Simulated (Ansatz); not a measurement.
Clean, relaxed (111) surface of TiC, space group Fm-3m (No. 225) (top face towards +c; atoms held fixed, by place in the list: 1, 2, 3, 4):

```
CELL_PARAMETERS angstrom
3.06036 0.00000 0.00000
-1.53018 2.65035 0.00000
0.00000 0.00000 25.74570
ATOMIC_POSITIONS crystal
C 0.33333 0.66667 0.33015
Ti 0.66667 0.33333 0.37868
C 0.00000 0.00000 0.42721
Ti 0.33333 0.66667 0.47574
C 0.66667 0.33333 0.52429
Ti 0.00000 0.00000 0.57072
C 0.33333 0.66667 0.62426
Ti 0.66667 0.33333 0.66423
```

All numbers below come from DFT r2SCAN, scalar-relativistic, plane waves, PAW (Ansatz). Cutoff 500 eV; k points 12×12×1 on the computed 8-atom cell (Γ-centred); Gaussian smearing, width 0.10 eV; no spin polarisation. The cell repeats along c with a dipole correction in the vacuum.

O (atom) is adsorbed on the top face, one adsorbate per 8.1 Å², and relaxed from 3 starting sites (fractions of a and b). E_ads counts from the clean slab and the free adsorbate (spin-polarised where it has unpaired electrons); negative means bound. Heights count from the highest slab atom after relaxation. Δφ is the top face's. Δp counts per cell along +c. Bonded neighbours lie within 1.25 times the sum of covalent radii (1.35 for H) and, on that scale, within 12 % of the closest. With the adsorbate the cell is lengthened along c to keep the vacuum.

| start | ends at | E_ads (eV) | height (Å) | shortest contact | Δφ (eV) | Δp (e·Å) |
| --- | --- | --- | --- | --- | --- | --- |
| top (Ti) at (0.67, 0.33) | (0.67, 0.33), 1 bonded neighbour (Ti) | -5.47 | 1.61 | O–Ti 1.61 Å | +5.08 | -0.228 |
| hollow (Ti-Ti-Ti) at (0.00, 0.00) | (0.00, 0.00), 3 bonded neighbours (Ti) | -8.34 | 0.88 | O–Ti 1.97 Å | +1.14 | -0.051 |
| bridge (Ti-Ti) at (0.17, 0.83) | (0.00, 0.00), 3 bonded neighbours (Ti) | -8.34 | 0.88 | O–Ti 1.97 Å | +1.13 | -0.051 |

Among the sites tried, the lowest end comes from the bridge (Ti-Ti) at (0.17, 0.83) start; the hollow (Ti-Ti-Ti) at (0.00, 0.00) start ended within 0.02 eV of it, though not always at the same place; other sites may lie lower.

Each end is the local minimum or symmetric point that its start leads to. This ideal cut is polar: the work functions of its two faces differ by 2.1 eV. Real polar faces reconstruct or get covered, and then bind electron donors or acceptors far more weakly.

Spin polarisation was left out, and a magnetic state may lie lower.